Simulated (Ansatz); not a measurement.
ZnO (wurtzite)

```
CELL_PARAMETERS angstrom
      3.23518     0.00000     0.00000
     -1.61759     2.80175     0.00000
      0.00000     0.00000     5.21141
ATOMIC_POSITIONS crystal
  Zn 0.66667 0.33333 0.00241
  Zn 0.33333 0.66667 0.50241
  O  0.66667 0.33333 0.62279
  O  0.33333 0.66667 0.12279
```

Scan: atom 4 (O, nearest neighbour Zn at 1.970 Å; its periodic images, 3.2 Å or more away, move with it) is displaced along Cartesian x, direction (1.000, 0.000, 0.000) in Cartesian axes, by s. The other atoms stay.

Method: r2SCAN (plane waves to 500 eV, PAW, scalar-relativistic; Ansatz, a program for electronic structure). k mesh 9×9×5 (Γ-centred), Fermi-Dirac smearing 0.05 eV. Energies are smeared free energies. ZnO was relaxed with its symmetry unable to fall. ΔE is measured from the undisplaced structure.

Q: Give the computed ΔE (eV/cell) at s (Å) = -0.200, -0.120, -0.080, -0.040, 0.040, 0.080, 0.120, 0.160.

A: 
| s (Å) | ΔE (eV/cell) |
|---|---|
| -0.200 | 0.1777 |
| -0.120 | 0.0618 |
| -0.080 | 0.0272 |
| -0.040 | 0.0068 |
| 0.040 | 0.0068 |
| 0.080 | 0.0272 |
| 0.120 | 0.0618 |
| 0.160 | 0.1116 |

(For displaced atoms, the force is minus the slope of the energy, and its curvature is a force constant, which sets phonon frequencies.)
